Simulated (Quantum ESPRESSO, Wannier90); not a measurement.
**SrNiF6 (R-3m): Wannier90 run**

Cell from Materials Project (mp-555718), symmetrised, no further relaxation. COD (Crystallography Open Database) has an entry of this formula and space group (matched by these alone). Computed values, not measurements, from PBEsol: Quantum ESPRESSO (norm-conserving PseudoDojo potentials, cutoff 79 Ry, no spin polarisation, no spin-orbit coupling) on a Γ-centred 4×4×4 mesh, then Wannier90. Density: 8×8×8 mesh, cold smearing 0.01 Ry.

```
begin unit_cell_cart
ang
    3.5521298625    2.0508231323    2.2036670000
   -3.5521298625    2.0508231323    2.2036670000
    0.0000000000   -4.1016462646    2.2036670000
end unit_cell_cart
mp_grid = 4 4 4
```

Task: Which shells of neighbouring k-points and which b-vectors and weights does Wannier90 pick for this cell and mesh?

Result: 
```
 *---------------------------------- K-MESH ----------------------------------*
 +----------------------------------------------------------------------------+
 |                    Distance to Nearest-Neighbour Shells                    |
 |                    ------------------------------------                    |
 |          Shell             Distance (Ang^-1)          Multiplicity         |
 |          -----             -----------------          ------------         |
 |             1                   0.348768                      6            |
 |             2                   0.442213                      6            |
 |             3                   0.539449                      6            |
 |             4                   0.563197                      6            |
 |             5                   0.697537                      6            |
 |             6                   0.712810                      2            |
 |             7                   0.716061                     12            |
 |             8                   0.765935                      6            |
       ... (lines left out)
 +----------------------------------------------------------------------------+
 | The b-vectors are chosen automatically                                     |
 | The following shells are used:                       1,  2                 |
 +----------------------------------------------------------------------------+
 |                        Shell   # Nearest-Neighbours                        |
 |                        -----   --------------------                        |
 |                          1               6                                 |
 |                          2               6                                 |
 +----------------------------------------------------------------------------+
 | Completeness relation is fully satisfied [Eq. (B1), PRB 56, 12847 (1997)]  |
 +----------------------------------------------------------------------------+
 |                  b_k Vectors (Ang^-1) and Weights (Ang^2)                  |
 |                  ----------------------------------------                  |
 |            No.         b_k(x)      b_k(y)      b_k(z)        w_b           |
 |            ---        --------------------------------     --------        |
 |             1         0.000000   -0.255312    0.237603     2.952184        |
 |             2        -0.221106    0.127656    0.237603     2.952184        |
 |             3         0.221106    0.127656    0.237603     2.952184        |
 |             4         0.000000    0.255312   -0.237603     2.952184        |
 |             5         0.221106   -0.127656   -0.237603     2.952184        |
 |             6        -0.221106   -0.127656   -0.237603     2.952184        |
 |             7        -0.221106    0.382967    0.000000     0.720516        |
 |             8         0.221106    0.382967    0.000000     0.720516        |
 |             9         0.221106   -0.382967    0.000000     0.720516        |
 |            10         0.442213    0.000000    0.000000     0.720516        |
 |            11        -0.221106   -0.382967    0.000000     0.720516        |
 |            12        -0.442213    0.000000    0.000000     0.720516        |
```
